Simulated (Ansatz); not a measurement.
CdS (zinc blende)

```
CELL_PARAMETERS angstrom
      0.00000     5.87780     5.87780
      2.93890     2.93890     5.87780
      2.93890     2.93890     0.00000
ATOMIC_POSITIONS crystal
  S  0.00000 0.75000 0.75000
  S  0.50000 0.75000 0.75000
  Cd 0.00000 0.00000 0.00000
  Cd 0.50000 0.00000 0.00000
```

A phonon eigenvector at X = (0.5, 0.5, 0.0) is frozen into this cell: atom i moves by Q times the vector below, so Q is the largest atomic displacement, in Å. The cell is held. It is one choice among 2 degenerate patterns. (q is in reciprocal vectors of the primitive cell; the cell shown is doubled to hold the pattern.)

```csv
atom,x,y,z
S1,-0.682,0.000,0.000
S2,0.682,0.000,0.000
Cd3,0.000,-1.000,0.000
Cd4,0.000,1.000,0.000
```

Level of theory: r2SCAN (plane waves to 500 eV, PAW, scalar-relativistic; Ansatz, an electronic-structure program). k mesh 10×10×10 (Γ-centred), Fermi-Dirac smearing 0.05 eV. Energies are smeared free energies. Compression counts positive. CdS was relaxed with its symmetry unable to fall. The zero of ΔE is the undisplaced structure.

```
Q (Å)   ΔE (eV/cell)  P (GPa)  −dE/dQ from forces (eV/Å)
------  ------------  -------  -------------------------
-0.100             …    -0.11                      0.273
-0.083             …    -0.08                      0.227
-0.067             …    -0.05                      0.181
-0.050             …    -0.03                      0.136
-0.033        0.0015    -0.01                      0.090
-0.017        0.0004     0.00                      0.045
0.000         0.0000     0.00                      0.000
0.017         0.0004     0.00                     -0.045
0.033         0.0015    -0.01                     -0.090
0.050              …    -0.03                     -0.136
0.067              …    -0.05                     -0.181
0.083              …    -0.08                     -0.227
0.100              …    -0.11                     -0.273
```

Question: What belongs in the gaps?

Answer: 
- -0.100, ΔE (eV/cell): 0.0136
- -0.083, ΔE (eV/cell): 0.0094
- -0.067, ΔE (eV/cell): 0.0060
- -0.050, ΔE (eV/cell): 0.0034
- 0.050, ΔE (eV/cell): 0.0034
- 0.067, ΔE (eV/cell): 0.0060
- 0.083, ΔE (eV/cell): 0.0094
- 0.100, ΔE (eV/cell): 0.0136

(For displaced atoms, the force is minus the slope of the energy, and its curvature is a force constant, which sets phonon frequencies.)
